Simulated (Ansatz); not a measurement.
**NaCl: input and output**

Input file of Ansatz 0.2.0:

```yaml
crystal:
  lattice:
    - [0.0, 2.86557465, 2.86557465]
    - [2.86557465, 0.0, 2.86557465]
    - [2.86557465, 2.86557465, 0.0]
  atoms:
    - { symbol: Na, position: [0.0, 0.0, 0.0] }
    - { symbol: Cl, position: [0.5, 0.5, 0.5] }
  symmetry: { tolerance: 0.0003 }
kpoints:
  mp_grid: { grid: [8, 8, 8], shift: [0, 0, 0] }
  band_path:
    path:
      - [0.0, 0.0, 0.0]
      - [0.5, 0.0, 0.5]
      - [0.625, 0.25, 0.625]
      - [0.375, 0.375, 0.75]
      - [0.0, 0.0, 0.0]
      - [0.5, 0.5, 0.5]
      - [0.5, 0.25, 0.75]
      - [0.5, 0.0, 0.5]
    npoints: 8
magnetization:
  spin_polarized: false
scf:
  occupations: { method: fermi_dirac, width: 0.1373 }
  lower_state_search: "off"
  max_iter: 200
hamiltonian:
  pseudopotentials: { kind: paw }
  xc: r2scan
basis:
  ecutwfc: 500
  fft_grid_basis: typed
output:
  forces: true
  stress: true
  eigenvalues: true
  bader: true
  populations: true
  elf: true
  write_potential: true
  volumetric_format: npy
  dos:
    e_range: [-12, 8]
    de: 0.05
    projected: { site_lists: { Cl: [Cl], Na: [Na] } }
checkpoint:
  read: saved_state
```

The saved state is an earlier solution for the same cell, perhaps on another mesh. 

Excerpt of what it printed:

```
SCF iter   1: F=-2576.3123 eV  Δρ=5.95e-4  dr2=6.62e-5  dr2_τ=1.07e-4
SCF iter   2: F=-2576.3124 eV  Δρ=2.71e-4  dr2=4.37e-6  dr2_τ=1.21e-5
SCF iter   3: F=-2576.3124 eV  Δρ=1.16e-4  dr2=1.01e-6  dr2_τ=2.28e-6
SCF iter   4: F=-2576.3124 eV  Δρ=8.38e-6  dr2=7.52e-9  dr2_τ=4.39e-9
Free energy (F): -2576.3124 eV
Harris-Foulkes:  -2576.3124 eV  (|F-HF|=1.93e-8)
Internal energy: -2576.3124 eV  (E = F + TS)
E sigma→0 (E₀):  -2576.3124 eV
Fermi energy:    3.4788 eV
--- Stress (GPa, compression-positive) ---
       -1.5368       0.0000       0.0000
        0.0000      -1.5368       0.0000
        0.0000       0.0000      -1.5368
  P = ⅓ Tr σ = -1.5368 GPa (-15.368 kbar)
```

Origin: a database entry at a rescaled volume.
